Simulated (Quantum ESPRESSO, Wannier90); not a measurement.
**Wannierisation of YGe (Cmcm)**

```
begin unit_cell_cart
ang
    0.0000000000    0.0000000000    3.9546000000
   -4.2825600000    0.0000000000    0.0000000000
    2.1412800000   -5.3622000000    0.0000000000
end unit_cell_cart
begin atoms_frac
Y   -0.2500000000  0.1386100000  0.2772200000
Y    0.2500000000 -0.1386100000 -0.2772200000
Ge  -0.2500000000  0.4156200000 -0.1687600000
Ge   0.2500000000 -0.4156200000  0.1687600000
end atoms_frac
```

Cell from Materials Project (mp-9971), symmetrised, no further relaxation. Not found in the COD (Crystallography Open Database) copy used; not checked further. Computed values, not measurements, from PBEsol: Quantum ESPRESSO (norm-conserving PseudoDojo potentials, cutoff 63 Ry, spinors with spin-orbit coupling) on a Γ-centred 4×4×4 mesh, then Wannier90. Density: 8×8×8 mesh, cold smearing 0.01 Ry.

Bands 25-28 form an isolated set from -23.40 to -23.25 eV relative to the Fermi level (on the path) and are turned into 4 Wannier functions by minimising the spread from the start: SCDM (isolated).

Centres (Cartesian, Å; one of the equivalent choices) and spreads:

```json
[
 {"n": "1", "x": "0.000", "y": "1.477", "z": "0.989", "spread (Å²)": "0.995", "nearest atom": "Y2"},
 {"n": "2", "x": "0.000", "y": "-1.477", "z": "-0.989", "spread (Å²)": "0.995", "nearest atom": "Y1"},
 {"n": "3", "x": "0.000", "y": "1.477", "z": "0.989", "spread (Å²)": "0.995", "nearest atom": "Y2"},
 {"n": "4", "x": "0.000", "y": "-1.477", "z": "-0.989", "spread (Å²)": "0.995", "nearest atom": "Y1"}
]
```

Ω_I = 3.98 Å², Ω_total = 3.98 Å²; the interpolated bands follow pw.x to 0.1 meV rms on the path. Only this start was tried; a symmetric start can stop on a saddle, and mixtures of these functions could lower the total by at most Ω_total − Ω_I.
